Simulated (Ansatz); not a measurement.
## ZnAg: do energies and stresses tell the same story?

The calculation used Ansatz, DFT PBEsol, scalar-relativistic, plane waves, PAW.

Cutoff 420 eV; k points 14×14×14 on the computed 2-atom cell (Γ-centred); Gaussian smearing, width 0.10 eV; no spin polarisation.

Relaxed cell: Pm-3m, a = 3.116 Å, b = 3.116 Å, c = 3.116 Å, α = 90.00°, β = 90.00°, γ = 90.00°, 2 atoms in the primitive cell. Whether it is the stable form of this composition wasn't checked.

Energies at zero smearing and pressures from the stress tensor, at volumes with shape and atoms relaxed:
```csv
V (Å³/atom),E − E(first) (meV/atom),P (GPa)
13.317,0.00,20.93
13.771,-49.38,14.13
14.225,-81.21,8.51
14.679,-98.49,3.85
15.133,-103.74,0.01
15.587,-99.07,-3.17
16.041,-86.20,-5.77
16.646,-58.83,-8.52
```

**Question.** Check P = −dE/dV between neighbouring volumes, and get the bulk modulus from the pressures alone.

**Answer.** With 1 eV/Å³ = 160.2 GPa:
```tsv
middle V (Å³/atom)	−ΔE/ΔV (GPa)	mean P (GPa)
13.544	17.428	17.533
13.998	11.231	11.321
14.452	6.099	6.182
14.906	1.854	1.931
15.360	-1.649	-1.579
15.814	-4.541	-4.470
16.343	-7.244	-7.149
```

The two differ by 0.11 GPa at most. The mean of two end pressures misses the average over a step by about ΔV² P″/12, up to 0.11 GPa here; with that taken off 0.03 GPa remains. The stress is the derivative of the free energy, not of the energy at zero smearing, and with free energies 0.00 GPa remains. Around V = 15.133 Å³/atom, the two neighbours give B = −V ΔP/ΔV = 15.133 × 7.02 / 0.908 = 117.0 GPa, against B0 = 116.3 GPa from the Birch–Murnaghan fit of the energies.